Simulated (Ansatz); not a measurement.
**Question.** Name crystals whose computed values (DFT-PBEsol in the program Ansatz with PAW potentials) fall in these windows: G_Hill (GPa) 140 to 180; highest Γ mode, no LO–TO term (cm⁻¹) 700 to 1000; B₀ by P(V) fit (GPa) 120 to 170.

**Answer.** 

```json
[
 {"crystal": "Be12Mo, I4/mmm (Be on 8j, Be on 8i, Be on 8f, Mo on 2a)", "G_Hill (GPa)": "157", "highest Γ mode, no LO–TO term (cm⁻¹)": "848", "B₀ by P(V) fit (GPa)": "144"}
]
```
Others may fit too.

Typed or built starts, not in the databases checked: Be12Mo, I4/mmm (Be on 8j, Be on 8i, Be on 8f, Mo on 2a). The cell was relaxed under the symmetry of its start. Rows with no word on spin ran without spin polarisation. Spin–orbit coupling is left out wherever it is not named.

Potentials: the later of the program's two PAW sets.
